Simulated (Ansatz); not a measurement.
A relaxed cell of MgCd5O6 is given with its symmetry left out. The cell was found from a structure generator's guess, not taken from experiment.

Method: DFT PBE, scalar-relativistic, plane waves, PAW in Ansatz. Cutoff 420 eV, Γ-centred mesh, Gaussian smearing, no spin polarisation.

```
CELL_PARAMETERS angstrom
3.29999 0.00000 0.00000
0.00000 4.70453 0.00000
0.00000 0.00000 10.02560
ATOMIC_POSITIONS crystal
Mg 0.50000 0.50000 0.50000
Cd 0.00000 0.00000 0.00000
Cd 0.50000 0.50000 0.17324
Cd 0.00000 0.00000 0.33817
Cd 0.00000 0.00000 0.66183
Cd 0.50000 0.50000 0.82676
O 0.00000 0.50000 0.00000
O 0.50000 0.00000 0.16858
O 0.00000 0.50000 0.35350
O 0.50000 0.00000 0.50000
O 0.00000 0.50000 0.64650
O 0.50000 0.00000 0.83142
```

The zero of energy is the elements' standard structures at the same level (O₂ as a molecule); no fitted shifts are applied.

**Question.** Find its symmetry and describe it.

**Answer.** Pmmm (No. 47), with Mg and Cd ordered on rock salt sites. Conventional cell: a = 3.300 Å, b = 4.705 Å, c = 10.026 Å. Around Mg lie 4 O at 2.21 Å and 2 O at 2.35 Å; around Cd on a site of symmetry mmm lie 6 O at 2.35–2.36 Å; around Cd on a site of symmetry mm2 lie 6 O at 2.35–2.45 Å; around O on a site of symmetry mmm lie 6 Cd at 2.35–2.40 Å; 4 more sites not described.

**Question.** How far does it lie from the elements in energy?

**Answer.** −1.25 eV/atom. A negative formation energy is needed for stability but isn't enough: competing phases decide.

**Question.** Is it a metal?

**Answer.** There is no gap on the 12×8×4 mesh, but valence and conduction bands overlap by only 0.27 eV, so at this level it is a semimetal.

The last run used a 12×8×4 mesh (in the run's order of axes) for its 12-atom cell and Gaussian smearing of 0.10 eV. The zero gap may come from the functional, which often closes small gaps. Symmetry constrained the relaxation, so the result can be a saddle point.
